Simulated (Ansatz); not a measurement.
Data:

Rb3LiPb4:
```yaml
crystal:
  lattice:
    - [3.63851, -8.20419, 0.00000]
    - [3.63851, 8.20419, 0.00000]
    - [0.00000, 0.00000, 10.64471]
  atoms:
    - { symbol: Rb, position: [0.22186, 0.77814, 0.25000] }
    - { symbol: Rb, position: [0.77814, 0.22186, 0.75000] }
    - { symbol: Rb, position: [0.61307, 0.38693, 0.04196] }
    - { symbol: Rb, position: [0.38693, 0.61307, 0.95804] }
    - { symbol: Rb, position: [0.38693, 0.61307, 0.54196] }
    - { symbol: Rb, position: [0.61307, 0.38693, 0.45804] }
    - { symbol: Li, position: [0.00000, 0.00000, 0.00000] }
    - { symbol: Li, position: [0.00000, 0.00000, 0.50000] }
    - { symbol: Pb, position: [0.18351, 0.25050, 0.25000] }
    - { symbol: Pb, position: [0.81649, 0.74950, 0.75000] }
    - { symbol: Pb, position: [0.25050, 0.18351, 0.75000] }
    - { symbol: Pb, position: [0.74950, 0.81649, 0.25000] }
    - { symbol: Pb, position: [0.83263, 0.16737, 0.10676] }
    - { symbol: Pb, position: [0.16737, 0.83263, 0.89324] }
    - { symbol: Pb, position: [0.16737, 0.83263, 0.60676] }
    - { symbol: Pb, position: [0.83263, 0.16737, 0.39324] }
```

This is the r²SCAN-relaxed structure. Tensor components refer to the Cartesian frame of this cell.

**Question.** All from DFT-r²SCAN in the program Ansatz with PAW potentials, unless another level is named. Estimate the formation energy from the elements (no fitted shifts).

**Answer.** -0.37 eV/atom.

**Question.** And the electron effective mass?

**Answer.** 0.24, 0.25, 0.42 mₑ (principal values).

**Question.** And the band gap?

**Answer.** 0.57 eV (indirect).

**Question.** What about the conduction-band minimum?

**Answer.** on the T–Y line, 35 % of the way from T (k = -0.500, -0.500, 0.323 in fractions of the reciprocal vectors) (2 equivalent valleys).

Space group Cmcm. The first step of the workflow began from a Materials Project structure, measured or hypothetical; the Crystallography Open Database copy checked does not list it. Its standing as an ambient phase is unchecked. Symmetry was held in the r²SCAN relaxation; its stability against distortions is not shown here. The references are the lowest solids computed at this level, not always the standard phases. Spin–orbit coupling is left out wherever it is not named.

Potentials: the later of the program's two PAW sets.
